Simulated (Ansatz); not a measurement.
AlN (zinc blende), relaxed with PBE (Ansatz, a first-principles code, plane waves, PAW): a = 4.403 Å, b = 4.403 Å, c = 4.403 Å, α = 90.00°, β = 90.00°, γ = 90.00°.

- gap (eV): 3.31
- ΔH_f (eV/atom): -1.34
- B₀ by P(V) fit (GPa): 193
- electron conductivity mass (mₑ): 0.37

Question: The same phase is relaxed and computed with r²SCAN in the same code. What are the cell and these values now?

Answer: a = b = c = 4.3695 Å, α = β = γ = 90.00°.

* **gap (eV)**: 3.93
* **ΔH_f (eV/atom)**: -1.60
* **B₀ by P(V) fit (GPa)**: 210
* **electron conductivity mass (mₑ)**: 0.37

All cells were relaxed under the symmetry of their starts (and spin orders); stability against distortions was not tested throughout.

Potentials: the earlier of the program's two PAW sets.

Ansatz is a plane-wave DFT program.

Formation energies count from the lowest solids of the elements computed at the same level, not from gases.
